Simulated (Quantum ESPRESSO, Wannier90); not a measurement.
## NaI (rock salt): Wannier90 run

Structure: Materials Project mp-23268, symmetrised, not relaxed again. COD (Crystallography Open Database) has an entry of this formula and space group (matched by these alone). Method: PBEsol plane waves in Quantum ESPRESSO 7.5 (PseudoDojo norm-conserving files, 71 Ry, no spin polarisation, no spin-orbit coupling), Bloch states on a 8×8×8 mesh through Γ, Wannier90 4.0.1. Density: 8×8×8 mesh, cold smearing 0.01 Ry. Spin-orbit coupling is left out although heavy elements are present.

```
begin unit_cell_cart
ang
    0.0000000000    3.2186550000    3.2186550000
    3.2186550000    0.0000000000    3.2186550000
    3.2186550000    3.2186550000    0.0000000000
end unit_cell_cart
mp_grid = 8 8 8
```

**Question.** Which shells of neighbouring k-points and which b-vectors and weights does Wannier90 pick for this cell and mesh?

**Answer.** 
```
 *---------------------------------- K-MESH ----------------------------------*
 +----------------------------------------------------------------------------+
 |                    Distance to Nearest-Neighbour Shells                    |
 |                    ------------------------------------                    |
 |          Shell             Distance (Ang^-1)          Multiplicity         |
 |          -----             -----------------          ------------         |
 |             1                   0.211323                      8            |
 |             2                   0.244014                      6            |
 |             3                   0.345088                     12            |
 |             4                   0.404652                     24            |
 |             5                   0.422645                      8            |
 |             6                   0.488029                      6            |
 |             7                   0.531817                     24            |
 |             8                   0.545633                     24            |
       ... (lines left out)
 +----------------------------------------------------------------------------+
 | The b-vectors are chosen automatically                                     |
 | The following shells are used:                       1                     |
 +----------------------------------------------------------------------------+
 |                        Shell   # Nearest-Neighbours                        |
 |                        -----   --------------------                        |
 |                          1               8                                 |
 +----------------------------------------------------------------------------+
 | Completeness relation is fully satisfied [Eq. (B1), PRB 56, 12847 (1997)]  |
 +----------------------------------------------------------------------------+
 |                  b_k Vectors (Ang^-1) and Weights (Ang^2)                  |
 |                  ----------------------------------------                  |
 |            No.         b_k(x)      b_k(y)      b_k(z)        w_b           |
 |            ---        --------------------------------     --------        |
 |             1         0.122007    0.122007   -0.122007     8.397289        |
 |             2         0.122007   -0.122007    0.122007     8.397289        |
 |             3        -0.122007    0.122007    0.122007     8.397289        |
 |             4         0.122007    0.122007    0.122007     8.397289        |
 |             5        -0.122007   -0.122007    0.122007     8.397289        |
 |             6        -0.122007    0.122007   -0.122007     8.397289        |
 |             7         0.122007   -0.122007   -0.122007     8.397289        |
 |             8        -0.122007   -0.122007   -0.122007     8.397289        |
```
